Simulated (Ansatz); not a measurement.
Structure types of Fe were relaxed at one common pressure (all-electron LAPW in Ansatz 0.2.0 under LDA, scalar-relativistic, ferromagnetic start, though the moments died away, zero temperature). They take these volumes:

```
            type  space group  V (Å³/atom)
             hcp     P6_3/mmc         7.04
            dhcp     P6_3/mmc         7.05
           omega       P6/mmm         7.11
simple hexagonal       P6/mmm         7.30
```

At about which pressure, and is the densest type also the lowest in enthalpy?

210 GPa. The densest types tie within 0.02 Å³/atom, and hcp is the lowest in enthalpy.
